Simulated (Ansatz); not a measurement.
HgTe:
```xyz
6
Lattice="4.6754 0.0000 0.0000 -2.3377 4.0490 0.0000 0.0000 0.0000 10.3868" Properties=species:S:1:pos:R:3 pbc="T T T"
Hg     0.7214     1.2495     0.0000
Hg     3.2327     0.0000     3.4623
Hg    -1.6163     2.7996     6.9245
Te     1.1431     1.9800     5.1934
Te     2.3891     0.0000     8.6557
Te    -1.1946     2.0690     1.7311
```

Relaxed with r²SCAN.

Question: Map the electron localisation function on the plane through (0.691, 0.000, 0.333) spanned by u = [1, 0, 0] and v = [0, 0, 1] in lattice vectors, from r²SCAN (plane waves, PAW; program Ansatz).

Answer: x is the fraction of u, y of v (the angle between them is 90°; rows are the nearest grid lines); atoms in the plane: Hg at (0.00, 0.00), Te at (0.82, 0.50).
```
y \ x   0.000  0.0870  0.174  0.261  0.348  0.435  0.565  0.652  0.739  0.826  0.913   1.00
------  -----  ------  -----  -----  -----  -----  -----  -----  -----  -----  -----  -----
1.00    0.789   0.550  0.467  0.320  0.160  0.028  0.028  0.118  0.288  0.469  0.549  0.789
0.925   0.458   0.418  0.319  0.228  0.070  0.033  0.060  0.074  0.180  0.301  0.418  0.458
0.850   0.209   0.198  0.129  0.054  0.035  0.058  0.114  0.086  0.062  0.100  0.172  0.209
0.775   0.063   0.068  0.056  0.059  0.073  0.079  0.062  0.045  0.029  0.025  0.038  0.063
0.700   0.028   0.030  0.072  0.174  0.258  0.284  0.236  0.166  0.109  0.071  0.043  0.028
0.625   0.557   0.202  0.053  0.133  0.250  0.257  0.292  0.473  0.598  0.614  0.637  0.557
0.550   0.586   0.720  0.295  0.047  0.089  0.232  0.568  0.454  0.254  0.126  0.349  0.586
0.450   0.586   0.720  0.295  0.047  0.089  0.232  0.568  0.454  0.254  0.126  0.349  0.586
0.375   0.557   0.202  0.053  0.133  0.250  0.257  0.292  0.473  0.598  0.614  0.637  0.557
0.300   0.028   0.030  0.072  0.174  0.258  0.284  0.236  0.166  0.109  0.071  0.043  0.028
0.225   0.063   0.068  0.056  0.059  0.073  0.079  0.062  0.045  0.029  0.025  0.038  0.063
0.150   0.209   0.198  0.129  0.054  0.035  0.058  0.114  0.086  0.062  0.100  0.172  0.209
0.0750  0.458   0.418  0.319  0.228  0.070  0.033  0.060  0.074  0.180  0.301  0.418  0.458
0.000   0.789   0.550  0.467  0.320  0.160  0.028  0.028  0.118  0.288  0.469  0.549  0.789
```

The density is the valence pseudo-density with augmentation charge, so density and ELF within about 1 Å of a nucleus are not all-electron values.

Space group P3_121. The first step of the workflow began from a Materials Project structure, measured or hypothetical; the Crystallography Open Database copy checked does not list it. It is not the phase usual at ambient conditions (space group No. 216). The r²SCAN relaxation kept the symmetry of its start; its stability against distortions is not shown here. Spin–orbit coupling is left out wherever it is not named.

Potentials: the later of the program's two PAW sets.
